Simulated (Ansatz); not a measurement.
This cell of CsPbBr3 (cubic perovskite) is off equilibrium:

```
CELL_PARAMETERS angstrom
      6.05239     0.00000     0.00000
      0.00000     6.05239     0.00000
      0.00000     0.00000     6.05239
ATOMIC_POSITIONS crystal
  Cs 0.00000 0.00000 0.00000
  Pb 0.50000 0.50000 0.50000
  Br 0.00000 0.50000 0.50000
  Br 0.50000 0.50000 0.00000
  Br 0.50000 0.00000 0.50000
```

Level of theory: PBE (plane waves to 420 eV, PAW, scalar-relativistic; Ansatz, a quantum-chemistry and plane-wave program). k mesh 6×6×6 (Γ-centred), Fermi-Dirac smearing 0.05 eV. The energy includes the smearing's −TS. Stress and pressure are positive under compression. CsPbBr3 was relaxed with its symmetry unable to fall. Spin-orbit coupling is left out, though Pb is heavy. This is a high-temperature form of CsPbBr3.

Problem. What is the stress tensor (GPa)?

Solution. 
```
  -0.43     0.00     0.00
   0.00    -0.43     0.00
   0.00     0.00    -0.43
```
The pressure, a third of the trace, is -0.43 GPa.

Problem. It is the relaxed cell scaled evenly to V/V₀ = 1.025, atoms relaxed where free. What is its energy relative to the relaxed cell?

Solution. 1.5 meV/atom.

(Under strain, the slope of the energy per volume gives the stress and its curvature an elastic modulus.)
